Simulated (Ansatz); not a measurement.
Values for one crystal, relaxed and computed with DFT-PBEsol in the program Ansatz with PAW potentials; other levels are named.

```yaml
volume_per_atom: 10.01 Å³
band_gap: 7.68 eV (direct)
Elastic constants (relaxed ions, GPa): C11 = 66.0, C12 = 48.5, C44 = 34.2
electron_effective_mass: 0.83 mₑ (isotropic)
Hole effective mass, band 2 of 3 at the edge: 3.9 along [100], 3.9 along [110], 9.1 along [111] (mₑ)
Largest static χ(2) component: 0.75 pm/V
mechanical_stability: stable (all eigenvalues of C positive)
```

Task: Pick the material that matches.
A) AlN, zinc blende
B) BP, zinc blende
C) LiF, zinc blende
D) LiTaO3, R3c (Li on 6a, Ta on 6a, O on 18b)

Result: C, LiF, zinc blende

Space group F-43m (zinc blende). The start of the workflow was typed in or built on a structure type; neither database checked (COD, Materials Project) lists it. It is not the phase usual at ambient conditions (space group No. 225). Symmetry was held in the PBEsol relaxation; its stability against distortions is not shown here.

Potentials: the earlier of the program's two PAW sets. The files were generated under PBE; for other functionals the program regenerates the frozen cores, and for LDA and PBEsol the local potential too.
